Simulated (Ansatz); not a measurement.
## CsGdS2 (NaFeO2-type structure)

**The experiment.** The Crystallography Open Database holds a measured cell of trigonal CsGdS2 (space group R-3m) at 293 K (2022, doi:10.1021/acs.chemmater.1c04105): a, c = 4.117, 24.041 Å, 29.41 Å³/atom.

The computed numbers are results of PBEsol, scalar-relativistic (collinear spin) in the plane-wave PAW code Ansatz at 420 eV, Γ-centred 8×8×8 mesh, 0.05 eV Gaussian smearing. The datasets are Ansatz's generated set soft_2.

```cif
data_structure
_symmetry_space_group_name_H-M 'P 1'
_symmetry_Int_Tables_number 1
_cell_length_a 8.2706
_cell_length_b 8.2706
_cell_length_c 8.2706
_cell_angle_alpha 28.557
_cell_angle_beta 28.557
_cell_angle_gamma 28.557
_cell_volume 114.27
loop_
_atom_site_label
_atom_site_type_symbol
_atom_site_fract_x
_atom_site_fract_y
_atom_site_fract_z
_atom_site_occupancy
Cs1 Cs 0.50000 0.50000 0.50000 1
Gd1 Gd 0.00000 0.00000 0.00000 1
S1 S 0.27187 0.27187 0.27187 1
S2 S 0.72813 0.72813 0.72813 1
```

The start was a prototype's sites filled with these elements; the Crystallography Open Database holds the compound in this structure.

Magnetic state: ferromagnetic, site spin moments Gd 6.89 μB.

The cell above was scaled in volume, and shape and atoms were relaxed at each volume within its symmetry. Energies are counted from the cell above.

```json
{"V (Å³/atom)": "27.425", "ΔE (meV/atom)": "6.87", "P from the stress (GPa)": "1.98"}
{"V (Å³/atom)": "27.996", "ΔE (meV/atom)": "1.69", "P from the stress (GPa)": "0.95"}
{"V (Å³/atom)": "28.567", "ΔE (meV/atom)": "0.00", "P from the stress (GPa)": "0.01"}
{"V (Å³/atom)": "29.139", "ΔE (meV/atom)": "1.45", "P from the stress (GPa)": "-0.81"}
{"V (Å³/atom)": "29.710", "ΔE (meV/atom)": "5.70", "P from the stress (GPa)": "-1.56"}
```

Q: Do the energies and the pressures agree? Compare −ΔE/ΔV between neighbouring points (1 meV/Å³ = 0.1602 GPa) with the mean of their pressures.

A: 
```
interval (Å³/atom)  −ΔE/ΔV (GPa)  mean P (GPa)
    27.42 to 28.00           1.5           1.5
    28.00 to 28.57           0.5           0.5
    28.57 to 29.14          -0.4          -0.4
    29.14 to 29.71          -1.2          -1.2
```
They differ by 0.01 GPa at most.

Q: What do the two routes give for V0, B0 and B0′?

A: A third-order Birch–Murnaghan fit of the energies: V0 = 28.58 Å³/atom, B0 = 44 GPa, B0′ = 4.5. A polynomial of P in ln V, with B = −dP/d ln V at P = 0: V0 = 28.58 Å³/atom, B0 = 44 GPa, B0′ = 4.6.

B0·V0 = 43.8 GPa × 28.58 Å³ = 7.82 eV/atom sets the scale: near the minimum ΔE ≈ ½ B0 V0 x², with x = V/V0 − 1, and a pressure of 0.4 GPa squeezes the volume by about 1 %. At the ends of the curve: x = −4.0 % predicts 6.4 meV/atom and the run gives 6.9; x = +4.0 % predicts 6.1 meV/atom and the run gives 5.7. The curve is steeper than the parabola on the compressed side and flatter on the expanded side: the bulk modulus rises with pressure.

**Comparison.** The computed cell (4.080, 23.784 Å, 28.57 Å³/atom) differs from the database's by −2.9 % in volume, about −1.0 % in length. PBEsol was built to cure PBE's overestimate of volumes, and the static lattice lacks thermal expansion.

 Spin–orbit coupling, which matters for such heavy elements, is left out. The run wasn't fully tested for a lower electronic state. Site moments are of spin, integrated over atomic spheres. Only parallel moments were tried, so the real magnetic order may be another.
